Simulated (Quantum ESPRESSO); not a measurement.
Pd2OsTaIn4, finding a planted mistake in a log

A calculation, not a measurement. The program is pw.x of Quantum ESPRESSO 7.5 (plane-wave density functional theory). The cell is made up: eight metal atoms on a hexagonal close-packed lattice, with elements, volume, strain and displacements drawn at random and not relaxed, so it may be unstable or far from any real phase. PseudoDojo standard norm-conserving files set the functional (PBE unless stated); there is no spin polarisation or spin-orbit coupling, the Fermi-Dirac width of 0.25 eV means electrons at about 2900 K, and the masses in the input are unused placeholders. Heavy elements are run without spin-orbit coupling, which real alloys of them have. A spin test at this wide smearing found no moment, but such smearing suppresses magnetism that the real alloy may have.

Intended input:

```
&control calculation='scf', pseudo_dir='./dojo.nc.sr.pbe.v0_5.standard.upf', outdir='./o', disk_io='minimal', tprnfor=.true., tstress=.true. /
&system ibrav=0, nat=8, ntyp=4, nbnd=72, ecutwfc=82.02448710, nosym=.true., tot_charge=0,
 occupations='smearing', smearing='fd', degauss=0.0183746611
/
&electrons conv_thr=1.470e-08, electron_maxstep=70, mixing_beta=0.5 /
ATOMIC_SPECIES
In 1.0 In.upf
Os 1.0 Os.upf
Pd 1.0 Pd.upf
Ta 1.0 Ta.upf
CELL_PARAMETERS angstrom
3.1216 0.0585 5.161
3.0892 0.0274 -5.1417
-3.031 5.3315 0.0065
ATOMIC_POSITIONS angstrom
Pd 0.0091 -0.0056 0.0219
Os -1.553 2.6385 0.0041
Ta 3.0869 1.8463 -2.534
Pd 1.5731 4.5041 -2.5328
In 3.1062 0.0359 -0.0166
In 1.5546 2.7244 0.0069
In 3.1887 1.8635 2.5716
In 1.5828 4.5202 2.615
K_POINTS automatic
5 5 4 1 1 1
```

The log is shortened where brackets say so; the opening notice, blank lines, dates and the lines on written files are dropped, and the path of the files is cut. It prints rydbergs, bohrs and kilobars, and counts compression as positive stress. Its total energy is the free energy E - TS of the whole cell.

Log of the intended run:

```
     Program PWSCF v.7.5
     Parallel version (MPI & OpenMP), running on       4 processor cores
     Number of MPI processes:                 4
     Threads/MPI process:                     1
     [start-up lines left out]
     bravais-lattice index     =            0
     lattice parameter (alat)  =      11.3986  a.u.
     unit-cell volume          =    1160.1336 (a.u.)^3
     number of atoms/cell      =            8
     number of atomic types    =            4
     number of electrons       =       117.00
     number of Kohn-Sham states=           72
     kinetic-energy cutoff     =      82.0245  Ry
     charge density cutoff     =     328.0979  Ry
     scf convergence threshold =      1.5E-08
     mixing beta               =       0.5000
     number of iterations used =            8  plain     mixing
     Exchange-correlation= PBE
                           (   1   4   3   4   0   0   0)
     [axes and pseudopotential details left out]
   Cartesian axes
     site n.     atom                  positions (alat units)
         1        Pd     tau(   1) = (   0.0015086  -0.0009284   0.0036307  )
         2        Os     tau(   2) = (  -0.2574648   0.4374249   0.0006797  )
         3        Ta     tau(   3) = (   0.5117631   0.3060897  -0.4201003  )
         4        Pd     tau(   4) = (   0.2607971   0.7467142  -0.4199014  )
         5        In     tau(   5) = (   0.5149627   0.0059517  -0.0027520  )
         6        In     tau(   6) = (   0.2577300   0.4516659   0.0011439  )
         7        In     tau(   7) = (   0.5286400   0.3089412   0.4263338  )
         8        In     tau(   8) = (   0.2624052   0.7493834   0.4335289  )
     number of k points=    50  Fermi-Dirac smearing, width (Ry)=  0.0184
                       cart. coord. in units 2pi/alat
        k(    1) = (   0.1907869   0.2498866  -0.0013543), wk =   0.0400000
        k(    2) = (   0.1869081   0.5305247  -0.0021892), wk =   0.0400000
     [further k points left out]
     Dense  grid:   116461 G-vectors     FFT dimensions: (  72,  72,  72)
     Estimated max dynamical RAM per process >     425.82 MB
     Estimated total dynamical RAM >       1.58 GB
     Initial potential from superposition of free atoms
     starting charge     116.9829, renormalised to     117.0000
     Starting wfcs are   74 randomized atomic wfcs
     total cpu time spent up to now is        7.1 secs
     per-process dynamical memory:   326.5 Mb
     Self-consistent Calculation
     iteration #  1     ecut=    82.02 Ry     beta= 0.50
     Davidson diagonalization with overlap
     ethr =  1.00E-02,  avg # of iterations =  6.0
     total cpu time spent up to now is       25.7 secs
     total energy              =   -1398.64723951 Ry
     estimated scf accuracy    <      11.48556445 Ry
     iteration #  2     ecut=    82.02 Ry     beta= 0.50
     Davidson diagonalization with overlap
     ethr =  9.82E-03,  avg # of iterations =  3.0
     total cpu time spent up to now is       43.5 secs
     total energy              =   -1403.51104132 Ry
     estimated scf accuracy    <      44.53969608 Ry
     [iterations 3 to 14 left out]
     iteration # 15     ecut=    82.02 Ry     beta= 0.50
     Davidson diagonalization with overlap
     ethr =  2.33E-10,  avg # of iterations =  1.5
     total cpu time spent up to now is      255.9 secs
     total energy              =   -1406.04468952 Ry
     estimated scf accuracy    <       0.00000004 Ry
     iteration # 16     ecut=    82.02 Ry     beta= 0.50
     Davidson diagonalization with overlap
     ethr =  3.03E-11,  avg # of iterations =  2.0
     total cpu time spent up to now is      271.6 secs
     End of self-consistent calculation
     [lines on levels left out]
!    total energy              =   -1406.04468952 Ry
     estimated scf accuracy    <          3.9E-09 Ry
     smearing contrib. (-TS)   =      -0.09401435 Ry
     internal energy E=F+TS    =   -1405.95067517 Ry
     The total energy is F=E-TS. E is the sum of the following terms:
     one-electron contribution =    -432.28648044 Ry
     hartree contribution      =     291.05157504 Ry
     xc contribution           =    -315.36936246 Ry
     ewald contribution        =    -949.34640730 Ry
     convergence has been achieved in  16 iterations
     Forces acting on atoms (cartesian axes, Ry/au):
     atom    1 type  3   force =    -0.00352458   -0.00031179    0.01325828
     atom    2 type  2   force =    -0.00539499   -0.00898135    0.00021532
     atom    3 type  4   force =     0.02129167    0.01330773   -0.01975918
     atom    4 type  3   force =     0.00197958    0.00037249   -0.01357387
     atom    5 type  1   force =    -0.00542334   -0.00328696   -0.01423544
     atom    6 type  1   force =    -0.00129656   -0.00292081   -0.01019055
     atom    7 type  1   force =    -0.01248929    0.00772691    0.01873066
     atom    8 type  1   force =     0.00485750   -0.00590622    0.02555477
     Total force =     0.056056     Total SCF correction =     0.000152
     Computing stress (Cartesian axis) and pressure
          total   stress  (Ry/bohr**3)                   (kbar)     P=     -125.15
  -0.00097143  -0.00025377   0.00001762         -142.90      -37.33        2.59
  -0.00025377  -0.00066484   0.00006788          -37.33      -97.80        9.99
   0.00001762   0.00006788  -0.00091605            2.59        9.99     -134.76
     init_run     :      6.72s CPU      6.95s WALL (       1 calls)
     electrons    :    259.83s CPU    264.51s WALL (       1 calls)
     forces       :      2.21s CPU      2.23s WALL (       1 calls)
     stress       :      7.54s CPU      7.73s WALL (       1 calls)
     [timing details left out]
     PWSCF        :   4m36.50s CPU   4m41.64s WALL
     JOB DONE.
```

A second run was made from an input with one planted mistake. Its log:

```
     Program PWSCF v.7.5
     Parallel version (MPI & OpenMP), running on       4 processor cores
     Number of MPI processes:                 4
     Threads/MPI process:                     1
     [start-up lines left out]
     bravais-lattice index     =            0
     lattice parameter (alat)  =      11.3986  a.u.
     unit-cell volume          =    1160.1336 (a.u.)^3
     number of atoms/cell      =            8
     number of atomic types    =            4
     number of electrons       =       117.00
     number of Kohn-Sham states=           72
     kinetic-energy cutoff     =      82.0245  Ry
     charge density cutoff     =     328.0979  Ry
     scf convergence threshold =      1.5E-08
     mixing beta               =       0.5000
     number of iterations used =            8  plain     mixing
     Exchange-correlation= PBE
                           (   1   4   3   4   0   0   0)
     [axes and pseudopotential details left out]
   Cartesian axes
     site n.     atom                  positions (alat units)
         1        Pd     tau(   1) = (   0.0015086  -0.0009284   0.0036307  )
         2        Os     tau(   2) = (  -0.2574648   0.4374249   0.0006797  )
         3        Ta     tau(   3) = (   0.5117631   0.3060897  -0.4201003  )
         4        Pd     tau(   4) = (   0.2607971   0.7467142  -0.4199014  )
         5        In     tau(   5) = (   0.5149627   0.0059517  -0.0027520  )
         6        In     tau(   6) = (   0.2577300   0.4516659   0.0011439  )
         7        In     tau(   7) = (   0.5286400   0.3271776   0.4263338  )
         8        In     tau(   8) = (   0.2624052   0.7493834   0.4335289  )
     number of k points=    50  Fermi-Dirac smearing, width (Ry)=  0.0184
                       cart. coord. in units 2pi/alat
        k(    1) = (   0.1907869   0.2498866  -0.0013543), wk =   0.0400000
        k(    2) = (   0.1869081   0.5305247  -0.0021892), wk =   0.0400000
     [further k points left out]
     Dense  grid:   116461 G-vectors     FFT dimensions: (  72,  72,  72)
     Estimated max dynamical RAM per process >     425.82 MB
     Estimated total dynamical RAM >       1.58 GB
     Initial potential from superposition of free atoms
     starting charge     116.9829, renormalised to     117.0000
     Starting wfcs are   74 randomized atomic wfcs
     total cpu time spent up to now is        7.3 secs
     per-process dynamical memory:   326.5 Mb
     Self-consistent Calculation
     iteration #  1     ecut=    82.02 Ry     beta= 0.50
     Davidson diagonalization with overlap
     ethr =  1.00E-02,  avg # of iterations =  6.2
     total cpu time spent up to now is       26.4 secs
     total energy              =   -1398.64582411 Ry
     estimated scf accuracy    <      11.48754001 Ry
     iteration #  2     ecut=    82.02 Ry     beta= 0.50
     Davidson diagonalization with overlap
     ethr =  9.82E-03,  avg # of iterations =  3.0
     total cpu time spent up to now is       47.1 secs
     total energy              =   -1403.50848679 Ry
     estimated scf accuracy    <      44.49052260 Ry
     [iterations 3 to 14 left out]
     iteration # 15     ecut=    82.02 Ry     beta= 0.50
     Davidson diagonalization with overlap
     ethr =  2.04E-10,  avg # of iterations =  1.8
     total cpu time spent up to now is      295.2 secs
     total energy              =   -1406.04459888 Ry
     estimated scf accuracy    <       0.00000003 Ry
     iteration # 16     ecut=    82.02 Ry     beta= 0.50
     Davidson diagonalization with overlap
     ethr =  2.95E-11,  avg # of iterations =  2.0
     total cpu time spent up to now is      313.0 secs
     End of self-consistent calculation
     [lines on levels left out]
!    total energy              =   -1406.04459888 Ry
     estimated scf accuracy    <          3.8E-09 Ry
     smearing contrib. (-TS)   =      -0.09378444 Ry
     internal energy E=F+TS    =   -1405.95081444 Ry
     The total energy is F=E-TS. E is the sum of the following terms:
     one-electron contribution =    -432.79672465 Ry
     hartree contribution      =     291.30744218 Ry
     xc contribution           =    -315.37462004 Ry
     ewald contribution        =    -949.08691193 Ry
     convergence has been achieved in  16 iterations
     Forces acting on atoms (cartesian axes, Ry/au):
     atom    1 type  3   force =    -0.00332920    0.00024960    0.01298232
     atom    2 type  2   force =    -0.00463794   -0.00819826    0.00001259
     atom    3 type  4   force =     0.02144758    0.01317745   -0.01973567
     atom    4 type  3   force =     0.00263332    0.00205787   -0.01331990
     atom    5 type  1   force =    -0.00514587   -0.00145712   -0.01139914
     atom    6 type  1   force =    -0.00104921   -0.00372359   -0.00991121
     atom    7 type  1   force =    -0.00705514   -0.00860713    0.01595300
     atom    8 type  1   force =    -0.00286353    0.00650118    0.02541801
     Total force =     0.053167     Total SCF correction =     0.000149
     Computing stress (Cartesian axis) and pressure
          total   stress  (Ry/bohr**3)                   (kbar)     P=     -124.32
  -0.00096585  -0.00025269   0.00002353         -142.08      -37.17        3.46
  -0.00025269  -0.00065627   0.00006523          -37.17      -96.54        9.60
   0.00002353   0.00006523  -0.00091311            3.46        9.60     -134.32
     init_run     :      6.94s CPU      7.20s WALL (       1 calls)
     electrons    :    300.91s CPU    305.74s WALL (       1 calls)
     forces       :      2.28s CPU      2.31s WALL (       1 calls)
     stress       :      7.64s CPU      7.85s WALL (       1 calls)
     [timing details left out]
     PWSCF        :   5m17.87s CPU   5m23.23s WALL
     JOB DONE.
```

Question: the log repeats what the program read. Compare it with the intended run: what was wrong in the second input?

Answer: one coordinate of one atom is wrong. The input lines that differ:

```
- In 3.1887 1.8635 2.5716
+ In 3.1887 1.9735 2.5716
```

|  | intended run | run with the mistake |
| --- | --- | --- |
| free energy (eV) | -19130.213 | -19130.211 |
| entropy term -TS, part of it (eV) | -1.279 | -1.276 |
| pressure (GPa) | -12.52 | -12.43 |
| size of the largest force component (eV/Å) | 0.657 | 0.654 |
| largest change of a force component (eV/Å) |  | 0.420 |
| iterations | 16 | 16 |

For scale, a rerun of the intended cell at a higher cutoff and on a denser mesh moved values by no more than 0.003 eV in energy, 0.04 GPa in stress and 0.003 eV/Å in force, and a second program with other atomic files agreed on that cell to 2 % rms in force and 0.5 GPa in pressure.